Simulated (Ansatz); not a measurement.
TaSeS in space group P3m1 (No. 156; Ta on 1a, Se on 1c, S on 1b) at seven volumes, LDA in the plane-wave PAW code Ansatz, shape and atoms relaxed at each. One row is withheld.

| V (Å³/atom) | P (GPa) |
|---|---|
| 17.397 | 6.73 |
| 17.970 | 3.85 |
| 18.544 | ? |
| 19.117 | -0.01 |
| 19.691 | -1.12 |
| 20.264 | -1.84 |
| 20.838 | -2.19 |

**Question.** Fit the shown pressures and predict the withheld one.

**Answer.** Third-order Birch–Murnaghan: P = (3/2)B₀(x^(7/2) − x^(5/2))[1 + (3/4)(B′ − 4)(x − 1)] with x = (V₀/V)^(2/3). Least squares on the six rows gives V₀ = 19.118 Å³/atom, B₀ = 43.97 GPa, B′ = 11.21. At V = 18.544, x = 1.0205 and P = 1.58 GPa. The run itself gave 1.65 GPa.

The workflow started from a Materials Project entry (that database holds measured and hypothetical structures alike); the Crystallography Open Database copy checked does not list it. With Se and S taken as one species the cell has the higher symmetry P-3m1, so it may be an ordered model of a mixed-site phase. Its standing as an ambient phase is unchecked. The cell was relaxed with LDA under the symmetry of its start. At this level the phase is dynamically unstable (imaginary phonons). No spin polarisation was allowed. A crystal of weakly bound layers computed without a dispersion correction: the cell and the soft elastic constants depend strongly on that. Scalar-relativistic: spin–orbit coupling is off unless named, which matters more the heavier the elements.

Potentials: the later of the program's two PAW sets.
